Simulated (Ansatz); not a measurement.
AgW (CsCl type, Pm-3m) at seven volumes, DFT-r²SCAN in the program Ansatz with PAW potentials, scaled uniformly. One row is withheld.

```tsv
V (Å³/atom)	P (GPa)
14.829	25.84
15.318	15.68
15.807	?
16.295	0.00
16.784	-5.99
17.273	-11.00
17.762	-15.17
```

Task: Fit the shown pressures and predict the withheld one.

Result: Third-order Birch–Murnaghan: P = (3/2)B₀(x^(7/2) − x^(5/2))[1 + (3/4)(B′ − 4)(x − 1)] with x = (V₀/V)^(2/3). Least squares on the six rows gives V₀ = 16.295 Å³/atom, B₀ = 217.5 GPa, B′ = 4.90. At V = 15.807, x = 1.0205 and P = 7.13 GPa. The run itself gave 7.16 GPa.

The start of the workflow was typed in or built on a structure type; neither database checked (COD, Materials Project) lists it. Whether it is the stable phase at ambient conditions was not checked. Symmetry was held in the r²SCAN relaxation. At this level the phase is mechanically unstable. The run is not spin-polarised. Its formation energy is positive at this level, so the cell may be metastable or incomplete. Spin–orbit coupling is left out wherever it is not named.

Potentials: the earlier of the program's two PAW sets.
